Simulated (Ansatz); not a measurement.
Ag (fcc, Cu type)

```xyz
1
Lattice="0.0000 2.0528 2.0528 2.0528 0.0000 2.0528 2.0528 2.0528 0.0000" Properties=species:S:1:pos:R:3 pbc="T T T"
Ag     0.0000     0.0000     0.0000
```

The slice is a {110} plane (indices of the conventional cell) through the point (0.000, 0.000, 0.000) (fractional), spanned by u = [100] and v = [1 -1 -1] in vectors of this cell: u (2.90 Å) and v (4.11 Å, at 90° to u). It covers one period; positions are fractions (u, v).

These are r2SCAN (plane waves to 500 eV, PAW, scalar-relativistic; Ansatz, a program for electronic structure) values and carry that method's errors. k mesh 19×19×19. These are valence fields of a PAW run, semicore shells included where kept as valence: close to a nucleus they are smooth pseudo fields. Ag was relaxed with its symmetry unable to fall. The PAW data are Ansatz's earlier set.

Three fields on this plane, each scaled to ten steps between its own extremes (0 low, 9 high; the total valence density on a logarithmic scale, the potential cut 8 eV below its top; x marks points blanked near nuclei; v = 0 in the bottom row):

Map A
```
|xxxxxxx9200029xxxxxx|
|xxxxxxx7200027xxxxxx|
|xxxxxxx5111115xxxxxx|
|xxxxxx731222137xxxxx|
|xxxxx84223332248xxxx|
|xxxx7421344431247xxx|
|99753112345432113579|
|32211123444443211122|
|00011123333333211100|
|00011222222222221100|
|00011111111111111100|
|00011111000001111100|
|00001000000000001000|
|00000000000000000000|
|00001000000000001000|
|00011111000001111100|
|00011111111111111100|
|00011222222222221100|
|00011123333333211100|
|32211123444443211122|
|99753112345432113579|
|xxxx7421344431247xxx|
|xxxxx84223332248xxxx|
|xxxxxx731222137xxxxx|
|xxxxxxx5111115xxxxxx|
|xxxxxxx7200027xxxxxx|
|xxxxxxx9200029xxxxxx|
|xxxxxxx9300039xxxxxx|
```

Map B
```
|xxxxxxx0356530xxxxxx|
|xxxxxxx0466640xxxxxx|
|xxxxxxx1567651xxxxxx|
|xxxxxx036777630xxxxx|
|xxxxx02577877520xxxx|
|xxxx0256788876520xxx|
|00024567888887654200|
|44456778888888776544|
|66777788888888877776|
|88888888777778888888|
|99998887777777888999|
|99998887766677888999|
|99998877666667788999|
|99999877666667789999|
|99998877666667788999|
|99998887766677888999|
|99998887777777888999|
|88888888777778888888|
|66777788888888877776|
|44456778888888776544|
|00024567888887654200|
|xxxx0256788876520xxx|
|xxxxx02577877520xxxx|
|xxxxxx036777630xxxxx|
|xxxxxxx1567651xxxxxx|
|xxxxxxx0466640xxxxxx|
|xxxxxxx0356530xxxxxx|
|xxxxxxx0356530xxxxxx|
```

Map C
```
|xxxxxxx9644469xxxxxx|
|xxxxxxx8644468xxxxxx|
|xxxxxxx7543457xxxxxx|
|xxxxxx964333469xxxxx|
|xxxxx97533233579xxxx|
|xxxx9754322234579xxx|
|99876543222223456789|
|66554332222222334556|
|33333222222222223333|
|22222222333332222222|
|11111223333333221111|
|00011223334333221100|
|00001223344433221000|
|00001223344433221000|
|00001223344433221000|
|00011223334333221100|
|11111223333333221111|
|22222222333332222222|
|33333222222222223333|
|66554332222222334556|
|99876543222223456789|
|xxxx9754322234579xxx|
|xxxxx97533233579xxxx|
|xxxxxx964333469xxxxx|
|xxxxxxx7543457xxxxxx|
|xxxxxxx8644468xxxxxx|
|xxxxxxx9644469xxxxxx|
|xxxxxxx9654569xxxxxx|
```

### Question
Assign the maps to these fields: electron localisation function (ELF); valence electron density; electrostatic potential energy of an electron, from the cell's mean.

### Answer
A is the electron localisation function (ELF); B is the electrostatic potential energy of an electron, from the cell's mean; C is the valence electron density.
